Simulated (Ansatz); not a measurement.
## Collinear states of ReS

Theory: DFT PBE, scalar-relativistic, plane waves, PAW (Ansatz).

```
Re S
1.0
     2.97552    0.00000    0.00000
     0.00000    2.97552    0.00000
     0.00000    0.00000    2.97552
Re S
1 1
Cartesian
  0.0000 0.0000 0.0000
  1.4878 1.4878 1.4878
```

The plane-wave cutoff is 420 eV, the Γ-centred k-mesh is 14×14×14 and the occupation rule is Gaussian smearing, 0.1 eV. The list of starting moments (μB, in atom order) is 3.5 0 and the check for lower electronic states after the SCF is off.

All runs keep this geometry, which stands near equilibrium for the lowest state (largest force there 0.000 eV/Å, pressure 0.0 GPa) and needn't be a stable compound; relaxing each order can shift differences of a few meV. A propagation vector, in units of the reciprocal vectors, doubles the cell, which takes an equally dense mesh. Site moments are spin moments in atom-centred spheres that scale with the neighbour distance. The states are those that the runs reached from these starts; a lower one can exist.

```
                                                          start ends energy above lowest (meV/atom) site moments (μB) gap on mesh (eV) P (GPa)
                                                        no spin non-magnetic                            0.00     none over 0.05             metal      0.0
                                large parallel starting moments non-magnetic                            0.00     none over 0.05             metal      0.0
antiferromagnetic, doubled cell, propagation vector (0, 0, 1/2) non-magnetic                            0.00     none over 0.05             metal      0.0
```